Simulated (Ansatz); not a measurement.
# Ta3AsAu2O13 and the effect of the functional

The cell as given:

```cif
data_structure
_symmetry_space_group_name_H-M 'P 1'
_symmetry_Int_Tables_number 1
_cell_length_a 5.4520
_cell_length_b 5.4520
_cell_length_c 9.5790
_cell_angle_alpha 90.000
_cell_angle_beta 90.000
_cell_angle_gamma 120.000
_cell_volume 246.59
loop_
_atom_site_label
_atom_site_type_symbol
_atom_site_fract_x
_atom_site_fract_y
_atom_site_fract_z
_atom_site_occupancy
Ta1 Ta 0.00000 0.00000 0.19408 1
Ta2 Ta 0.00000 0.00000 0.80592 1
Ta3 Ta 0.66667 0.33333 0.00000 1
As1 As 0.00000 0.00000 0.50000 1
Au1 Au 0.33333 0.66667 0.27428 1
Au2 Au 0.33333 0.66667 0.72572 1
O1 O 0.00000 0.00000 0.00000 1
O2 O 0.23947 0.97129 0.36402 1
O3 O 0.02871 0.26818 0.36402 1
O4 O 0.73182 0.76053 0.36402 1
O5 O 0.23947 0.97129 0.63598 1
O6 O 0.02871 0.26818 0.63598 1
O7 O 0.73182 0.76053 0.63598 1
O8 O 0.38452 0.33425 0.85844 1
O9 O 0.66575 0.05026 0.85844 1
O10 O 0.94974 0.61548 0.85844 1
O11 O 0.38452 0.33425 0.14156 1
O12 O 0.66575 0.05026 0.14156 1
O13 O 0.94974 0.61548 0.14156 1
```

The cell comes from a database or a generator and needn't be the stable form of this composition.

Kept alike: task relaxation of cell and atoms; k mesh 4 × 4 × 2; occupations fermi-dirac, width 0.05 eV; no spin polarisation. Program: Ansatz, Ansatz PAW. Cutoffs run from 420 to 500 eV. The mesh is that of the run's cell of 19 atoms. No spin-orbit coupling.

| functional | volume (Å³/atom) | first edge of the run's cell (Å) | third edge of the run's cell (Å) |
| --- | --- | --- | --- |
| PBE | 13.020 | 5.464 | 9.567 |
| PBEsol | 12.504 | 5.382 | 9.471 |
| r2SCAN | 12.542 | 5.395 | 9.455 |
| revPBE | 13.318 | 5.512 | 9.617 |

The relaxations keep at least the cell's symmetry (P-6). For a metal such a mesh leaves the last digits unconverged. Relaxations stop with a little pressure left, so the last digits of a volume or edge aren't settled. Ansatz's relaxations hold a Pulay term in the stress (up to 0.7 GPa here). All rows use potentials made for PBE.

Question: What does the functional change here?

Answer: The volume runs from 12.504 (PBEsol) to 13.318 Å³/atom (revPBE). From PBE: PBEsol -0.516; r2SCAN -0.478; revPBE +0.298. The first edge of the run's cell runs from 5.382 (PBEsol) to 5.512 Å (revPBE). From PBE: PBEsol -0.082; r2SCAN -0.069; revPBE +0.048. The third edge of the run's cell runs from 9.455 (r2SCAN) to 9.617 Å (revPBE). From PBE: PBEsol -0.096; r2SCAN -0.112; revPBE +0.050.
